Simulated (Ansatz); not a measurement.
AgCl:
```
CELL_PARAMETERS angstrom
      0.00000     2.77243     2.77243
      2.77243     0.00000     2.77243
      2.77243     2.77243     0.00000
ATOMIC_POSITIONS crystal
  Ag 0.50000 0.50000 0.50000
  Cl 0.00000 0.00000 0.00000
```

Relaxed with r²SCAN. 

Question: HSE06 on this cell (Ansatz, a quantum-chemistry and plane-wave program, PAW) gives a gap of 2.41 eV. What does r²SCAN give?

Answer: 1.48 eV.

Cost on shared cores: the r²SCAN run (SCF on a 9×9×9 mesh, then bands and DOS) around 22 core-seconds (rough), the HSE06 run (SCF on 6×6×6, then a few points) about 2.2 core-minutes (a rough figure); the tasks are unlike.

Space group Fm-3m (rock salt). Symmetry was held in the r²SCAN relaxation; phonons on a q-mesh show no instability. No spin polarisation was allowed. Spin–orbit coupling is left out wherever it is not named.

Potentials: the later of the program's two PAW sets.

Ansatz is a plane-wave DFT program.
